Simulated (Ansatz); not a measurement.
Theory: DFT PBE, scalar-relativistic, plane waves, PAW, and for the lanthanide a 4f-in-core norm-conserving potential, in Ansatz 0.2.0. Settings: cutoff 690 eV, Γ-centred meshes spaced at most about 0.3 Å⁻¹, and about 0.25 Å⁻¹ or finer for metals (2π included), Gaussian smearing. No spin polarisation in the final relaxations.

All energies are static (0 K, no zero-point motion).

Compare these two cells of Li3Tm, each relaxed at this level.

A.

Space group Fm-3m (No. 225). a = 7.125 Å, b = 7.125 Å, c = 7.125 Å, α = 90.00°, β = 90.00°, γ = 90.00°
| atom | site | symmetry | x | y | z |
| --- | --- | --- | --- | --- | --- |
| Li | 8c | -43m | 0.2500 | 0.7500 | 0.7500 |
| Li | 4b | m-3m | 0.5000 | 0.0000 | 0.0000 |
| Tm | 4a | m-3m | 0.0000 | 0.0000 | 0.0000 |

B.

Space group P4/mmm (No. 123). a = 3.449 Å, b = 3.449 Å, c = 7.482 Å, α = 90.00°, β = 90.00°, γ = 90.00°
```tsv
atom	site	symmetry	x	y	z
Li	1c	4/mmm	0.5000	0.5000	0.0000
Li	2g	4mm	0.0000	0.0000	0.2117
Tm	1d	4/mmm	0.5000	0.5000	0.5000
```

Question: Which would you expect to be lower, and how large is the difference?

Answer: B is lower, by 120 meV/atom. A has the BiF3 (D0_3) type, space group Fm-3m (No. 225), 22.6 Å³/atom and no gap on its mesh; B has space group P4/mmm (No. 123), 22.2 Å³/atom and no gap. Counting all near atoms (those within 1.25 times the shortest distance at each site; a plus sign parts nearer from farther groups; a slash parts the counts of unlike sites), A has Li 8+6, Tm 8+6 and B has Li 8+4/13, Tm 14. Even the lower one lies +0.12 eV/atom against the reference forms of the elements (uncorrected), so neither is stable at this level. In A, Li on a site of symmetry -43m is surrounded by 4 Li at 3.09 Å, 4 Tm at 3.09 Å and 6 Li at 3.56 Å; Li on a site of symmetry m-3m has 8 Li at 3.09 Å and 6 Tm at 3.56 Å; Tm has 8 Li at 3.09 Å and 6 Li at 3.56 Å. In B, Li on a site of symmetry 4/mmm is surrounded by 8 Li at 2.91 Å, 4 Li at 3.45 Å and 2 Tm at 3.74 Å; Li on a site of symmetry 4mm is surrounded by 4 Li at 2.91 Å, 1 Li at 3.17 Å, 4 Tm at 3.26 Å and 4 Li at 3.45 Å; Tm has 8 Li at 3.26 Å, 4 Tm at 3.45 Å and 2 Li at 3.74 Å. Both come from invented guesses.

Cells relaxed within their symmetry can be saddle points.

The lanthanide is trivalent by construction, without f bands, f moments or other valences.
